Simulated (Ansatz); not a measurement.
Notes on CdAuI

```
CELL_PARAMETERS angstrom
8.23462 0.00000 0.00000
-4.11731 7.13139 0.00000
0.00000 0.00000 4.31247
ATOMIC_POSITIONS crystal
Au 0.00000 0.00000 0.00000
Cd 0.74870 0.00000 0.50000
Cd 0.25130 0.25130 0.50000
Cd 0.00000 0.74870 0.50000
Au 0.33330 0.66670 0.50000
Au 0.66670 0.33330 0.50000
I 0.40834 0.00000 0.00000
I 0.59166 0.59166 0.00000
I 0.00000 0.40834 0.00000
```

The numbers come from plane-wave PAW DFT (Ansatz): PBE, no spin polarisation, 420 eV, 5×5×8 Γ-centred k points, fermi-dirac occupations (width 0.1 eV). Nothing was relaxed.

Where is the largest force?

The largest is on I8 (and as large on other atoms): 0.33 eV/Å, components (-0.16, -0.28, 0.00). It makes 77° with the line to a nearest neighbour, Au5 at 3.30 Å.

What does the stress say?

The pressure is -2.9 GPa (compression positive), so with the atoms held at these fractions the cell would first shrink.

What happens at the Fermi level?

It is a metal, with about 4.3 states/eV a cell as the mean within 0.25 eV of the Fermi level, mostly Cd s (37 %), I p (30 %) and Au s (16 %).

Describe some of the short contacts.

Au–Cd at 2.99 Å: least valence density 0.21 e/Å³ and ELF 0.20 there. Au–I at 3.30 Å: least valence density 0.16 e/Å³ and ELF 0.17 there. I–Cd at 3.54 Å: least valence density 0.09 e/Å³ and ELF 0.11 there. Both are smooth PAW fields, read partly inside the augmentation spheres.

What is the formation energy?

0.14 eV an atom against the elements' usual phases (free molecules for gases, crystals otherwise, with no correction for O₂ or N₂), so at this geometry it isn't bound against them. Relaxing would lower it.

Origin: a known structure type with other elements, at an estimated volume, so it need not be a known compound.
